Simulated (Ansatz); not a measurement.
The relaxed structure here is a generated cell of Si2Ni: the first start was made by placing the elements on the sites of a structure type, and the end was not matched to a known phase here, so it may be hypothetical. Known forms of Si2Ni include space group No. 225.

A relaxed cell of Si₂Ni (P4/nmm (No. 129)), relaxed on a k-mesh at least as fine as the one used below. Level of theory: PBE (plane waves to 420 eV, PAW, scalar-relativistic; Ansatz, a first-principles code). Γ-centred k-mesh 9×9×5 on the run's cell (coarser than for final values), Fermi–Dirac smearing 0.05 eV.

```
CELL_PARAMETERS angstrom
      7.05876     0.00000     0.00000
      3.52938     3.52938     0.00000
      0.00000     0.00000     6.23738
ATOMIC_POSITIONS crystal
  Si 0.00000 0.00000 0.00000
  Si 0.50000 0.00000 0.00000
  Si 0.00000 0.50000 0.00000
  Si 0.50000 0.50000 0.00000
  Si 0.25000 0.00000 0.38137
  Si 0.75000 0.00000 0.38137
  Si 0.75000 0.50000 0.61863
  Si 0.25000 0.50000 0.61863
  Ni 0.25000 0.00000 0.75239
  Ni 0.75000 0.00000 0.75239
  Ni 0.75000 0.50000 0.24761
  Ni 0.25000 0.50000 0.24761
```

The atoms are displaced along an unstable phonon of this cell by (Å):

| atom | ux | uy | uz |
|---|---|---|---|
| Si1 | 0.000 | 0.000 | 0.150 |
| Si2 | 0.000 | 0.000 | -0.150 |
| Si3 | 0.000 | 0.000 | 0.004 |
| Si4 | 0.000 | 0.000 | -0.004 |
| Si5 | 0.046 | -0.001 | 0.000 |
| Si6 | -0.046 | 0.001 | 0.000 |
| Si7 | 0.001 | -0.046 | 0.000 |
| Si8 | -0.001 | 0.046 | 0.000 |
| Ni9 | -0.099 | 0.003 | 0.000 |
| Ni10 | 0.099 | -0.003 | 0.000 |
| Ni11 | -0.003 | 0.099 | 0.000 |
| Ni12 | 0.003 | -0.099 | 0.000 |

Problem. What forces (eV/Å) and pressure result?

Solution. 
```csv
atom,Fx,Fy,Fz
Si1,0.00,0.00,0.14
Si2,0.00,0.00,-0.14
Si3,0.00,0.00,0.00
Si4,0.00,0.00,0.00
Si5,0.01,0.00,0.05
Si6,-0.01,0.00,0.05
Si7,0.00,-0.01,-0.05
Si8,0.00,0.01,-0.05
Ni9,-0.18,0.00,0.00
Ni10,0.18,0.00,0.00
Ni11,0.00,0.18,0.00
Ni12,0.00,-0.18,0.00
```

Pressure +0.2 GPa.

The undisplaced cell is probably no minimum: from this displacement the run went on to Pbcm (No. 57), 0.12 eV/atom below it.

No spin polarisation in the result: the starting moments vanished. A magnetic state may lie lower.
